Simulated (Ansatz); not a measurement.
## CsHgCl3: energy along a strain

CsHgCl3, Pm-3m, a = 5.440 Å (as given, not relaxed at this level: -1.9 GPa). The structure is a COD entry; whether it is the stable form wasn't checked. Ansatz: r2SCAN, PAW, 500 eV, Γ-centred 10×10×10 mesh on 5 atoms, Gaussian smearing 0.15 eV; no spin polarisation. Cell vectors (Å): 5.440 0.000 0.000; 0.000 5.440 0.000; 0.000 0.000 5.440. The cell is strained by x per cent times the pattern (0 1 0 0 0 0) in the order xx yy zz yz xz xy (engineering shears), with fractional coordinates held. y is the free energy over the start, V0 = 32.198 Å³/atom. Points with a strain past 8.5 % were computed too (3) and aren't used here.

| x (%) | y (meV/atom) |
| --- | --- |
| -7.50 | 1.88 |
| -5.00 | -6.73 |
| -2.50 | -6.63 |
| 0.00 | 0.00 |
| 2.50 | 11.46 |
| 5.00 | 26.42 |
| 7.50 | ? |

Q: Fit y = c1 x + c2 x² + c3 x³ to the other rows, get the stiffness along the pattern, and predict the missing energy.

A: Least squares on the rows shown. y = 3.7699 x + 0.39483 x² − 0.018749 x³. The clamped-ion stiffness p·C·p = 2 × 3.948 eV × 160.2 / 32.198 Å³ = 39 GPa, which is C22 in these axes (C11 of the cubic crystal) (second derivative at the start, which stands under stress). At x = 7.50 the fit asked for gives 42.57 meV/atom. The run gave 43.84 meV/atom, so the fit is 1.27 meV/atom too low, 2.5 % of the span of the series, against an rms of 0.08 meV/atom on the fitted rows. The row lies outside the fitted range. With a term in x⁴ added, a fit to the same known rows predicts 44.00 meV/atom, so most of the miss is curvature that the known rows already hold.

Spin–orbit coupling is left out, which can shift energies with elements as heavy as these.

Symmetry holds off the tilts and polar distortions that many cubic perovskites undergo.